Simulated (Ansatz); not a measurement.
Y2B in space group R-3m (No. 166; Y on 6c, B on 3a), DFT-PBE in the program Ansatz with PAW potentials, all energies at zero smearing, with the estimated change up to a 700 eV cutoff added, with one set of potentials and settings (totals compare only within such a set). Cell of 3 atoms (2 Y, 1 B): -7853.201 eV.

```json
[
 {"element": "Y", "reference phase": "P6_3/mmc, 2 atoms in the cell", "E (eV/atom)": "-3848.6897"},
 {"element": "B", "reference phase": "R-3m, 12 atoms in the cell", "E (eV/atom)": "-155.9170"}
]
```

Formation energy per atom, worked out: (-7853.201 − 2×(-3848.6897) − 1×(-155.9170))/3 = 0.032 eV/atom (3 kJ per mol of atoms), at 0 K, without zero-point energy or fitted corrections.

The start of the workflow was typed in or built on a structure type; neither database checked (COD, Materials Project) lists it. Whether it is the stable phase at ambient conditions was not checked. The PBE relaxation kept the symmetry of its start; its stability against distortions is not shown here. No spin polarisation was allowed. The references are the lowest solids computed at this level, not always the standard phases.

Potentials: the earlier of the program's two PAW sets.
